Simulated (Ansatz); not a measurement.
Input for Ansatz (plane-wave DFT, PAW):

```yaml
crystal:
  lattice:
    - [4.2069466365, 0.0, 0.0]
    - [-2.1034733183, 3.6433226596, 0.0]
    - [0.0, 0.0, 10.3048726346]
  atoms:
    - { symbol: Se, position: [0.0, 0.0, 0.0] }
    - { symbol: "Y", position: [0.0, 0.0, 0.5] }
    - { symbol: "Y", position: [0.6666666667, 0.3333333333, 0.1666666667] }
    - { symbol: Te, position: [0.3333333333, 0.6666666667, 0.3333333333] }
    - { symbol: "Y", position: [0.3333333333, 0.6666666667, 0.8333333333] }
    - { symbol: Te, position: [0.6666666667, 0.3333333333, 0.6666666667] }
basis:
  ecutwfc: 420
kpoints:
  mp_grid: { grid: [12, 12, 4] }
hamiltonian:
  xc: pbesol
scf:
  occupations: { method: gaussian, width: 0.1 }
output:
  forces: true
  stress: true
  eigenvalues: true
  populations: true
relax:
  adjacent_minimum: "off"
  f_tol: 0.01
  max_steps: 45
  cell: { stress_tol: 0.05 }
```

Run as
```bash
ansatz run input.yaml --threads 2 --pin off --max-ram 5120MiB --backend cpu --events-out ev --progress --plain --runs-dir out
```

Method: Ansatz, DFT PBEsol, scalar-relativistic, plane waves, PAW.

From the run's log, abridged (final results; tables in files aren't shown):

```
SCF 6 converged in 5 iterations: F = -30621.663947 eV  dr2 = 5.77e-11
SCF converged after 5 iterations
Free energy (F): -30621.663947 eV
Harris-Foulkes:  -30621.663947 eV  (|F-HF|=4.37e-11)
Internal energy: -30621.646811 eV  (E = F + TS)
E sigma→0 (E₀):  -30621.655379 eV
Entropy (-TS):   -0.017136 eV (-2.856 meV/atom)
Fermi energy:    12.502185 eV
--- Per-component energies (eV) ---
  E_band       = -1081.425508
  E_kinetic    = 1406.558436
  E_local      = -6461.966022  (includes V_loc(G=0)·N_el)
  E_nonlocal   = -1053.014453
  E_hartree    = 3323.304935
  E_xc         = -872.090061
  E_vxc        = -910.401347  (∫ρ·V_xc dr)
  E_paw        = -19359.487466  (= ΣΔE_a)
  E_vpaw       = -709.211109  (= ΣTr[D̂ρ^β])
  E_aug_tail   = -0.000983  (compensation charges beyond the density's cutoff)
  E_ewald      = -7607.155594
  E_core_change = 2.204399  (= ΣΔE_core)
  E_smearing   = -0.017136  (= −TS)
--- Forces (eV/Å), atoms counted from 1 ---
  atom   1  Se     0.00000000     0.00000000     0.00000000
  atom   2  Y      0.00000000     0.00000000     0.00000000
  atom   3  Y      0.00000000     0.00000000     0.00052903
  atom   4  Te     0.00000000     0.00000000     0.00148115
  atom   5  Y      0.00000000     0.00000000    -0.00052903
  atom   6  Te     0.00000000     0.00000000    -0.00148115
--- Stress (GPa, compression-positive) ---
       -0.021494       0.000000       0.000000
        0.000000      -0.021494       0.000000
        0.000000       0.000000       0.029653
  P = ⅓ Tr σ = -0.0044 GPa (-0.044 kbar)
--- Band table (eV; the first three rows and the last of 69) ---
  k-point 0: bands = ["-36.5942", "-36.5942", "-36.5810", "-36.5810", "-36.5780", "-31.1507", "-30.9754", "-30.9591", "-25.2431", "-25.2431", "-25.2428", "-25.2428", "-25.2197", "-25.2194", "-25.2125", "-25.2125", "-25.2122", "-25.2122", "-11.2729", "-11.2046", "-11.1671", "-11.1671", "-11.0094", "-11.0094", "-11.0000", "-10.9865", "-10.9865", "-2.2180", "-0.4435", "-0.0169", "6.5425", "6.8223", "7.8016", "7.8016", "9.0148", "9.0148", "9.9795", "10.3665", "10.3665", "12.2392", "12.2539", "12.2539", "12.8555", "13.0027", "13.0027", "13.2364", "13.4225", "13.4225", "14.0153"]
  k-point 1: bands = ["-36.5942", "-36.5942", "-36.5810", "-36.5810", "-36.5780", "-31.1507", "-30.9754", "-30.9591", "-25.2431", "-25.2431", "-25.2428", "-25.2428", "-25.2197", "-25.2194", "-25.2125", "-25.2125", "-25.2122", "-25.2122", "-11.2813", "-11.1922", "-11.1671", "-11.1671", "-11.0094", "-11.0094", "-11.0041", "-10.9865", "-10.9865", "-2.2125", "-0.4981", "0.0396", "6.1271", "7.4979", "7.7809", "7.7809", "9.1429", "9.1429", "9.4661", "10.1496", "10.1496", "12.3517", "12.3517", "12.4170", "12.7637", "13.1458", "13.1458", "13.3575", "13.3575", "13.5226", "14.3591"]
  k-point 2: bands = ["-36.5942", "-36.5942", "-36.5810", "-36.5810", "-36.5780", "-31.1507", "-30.9754", "-30.9591", "-25.2431", "-25.2431", "-25.2428", "-25.2428", "-25.2197", "-25.2194", "-25.2125", "-25.2125", "-25.2122", "-25.2122", "-11.2880", "-11.1813", "-11.1671", "-11.1671", "-11.0094", "-11.0094", "-11.0084", "-10.9865", "-10.9865", "-2.2069", "-0.5435", "0.0870", "5.9391", "7.7618", "7.7618", "8.3137", "8.6397", "9.3319", "9.3319", "9.8865", "9.8865", "12.4757", "12.4757", "12.5208", "12.6846", "12.9211", "12.9211", "14.0943", "14.1586", "14.1586", "14.2023"]
  k-point 68: bands = ["-36.5944", "-36.5944", "-36.5809", "-36.5809", "-36.5779", "-31.1442", "-30.9593", "-30.9593", "-25.2432", "-25.2423", "-25.2423", "-25.2411", "-25.2182", "-25.2182", "-25.2114", "-25.2113", "-25.2113", "-25.2112", "-11.2619", "-11.2619", "-11.2279", "-11.1618", "-11.1319", "-11.1319", "-11.0552", "-11.0143", "-11.0143", "-1.8397", "0.3463", "0.3463", "6.8295", "6.8295", "7.0339", "7.7840", "7.7840", "7.9162", "8.0287", "8.2539", "8.2539", "13.0013", "13.0013", "13.4507", "13.5032", "13.5032", "13.5969", "14.4695", "14.8763", "14.8763", "15.3347"]
--- Relaxed structure (5 steps of the walk, 5 accepted, 1 SCFs on fresh bases) ---
  F+E_penalty+E_count = -30621.66394660 eV   max|allowed force component| = 1.481e-3 eV/Å   (the final SCF, on the basis selected at the relaxed cell)
  cell:  # Å, volume = 158.2158 Å³
    - [4.18551619, 0.0, 0.0]
    - [-2.09275809, 3.62476335, 0.0]
    - [0.0, 0.0, 10.42848142]
  atoms:
    - { symbol: Se, position: [0.0, 0.0, 0.0] }
    - { symbol: Y, position: [0.0, 0.0, 0.5] }
    - { symbol: Y, position: [0.66666666, 0.33333333, 0.14283105] }
    - { symbol: Te, position: [0.33333333, 0.66666666, 0.32359042] }
    - { symbol: Y, position: [0.33333333, 0.66666666, 0.85716894] }
    - { symbol: Te, position: [0.66666666, 0.33333333, 0.67640957] }
--- Löwdin populations: 6 sites ---
  site symbol q [e]
     0     Se     16.1802
     1      Y     10.8266
     2      Y     10.7876
     3     Te     16.0881
     4      Y     10.7876
     5     Te     16.0881
  spilling = 0.002984 (of n_electrons = 81.000000)
```

The relaxation met its thresholds.

Time: 110 s on 2 threads of Arm Neoverse V2, on a shared host, peak memory 0.79 GiB.

 Spin polarisation was left out, and a magnetic state may lie lower.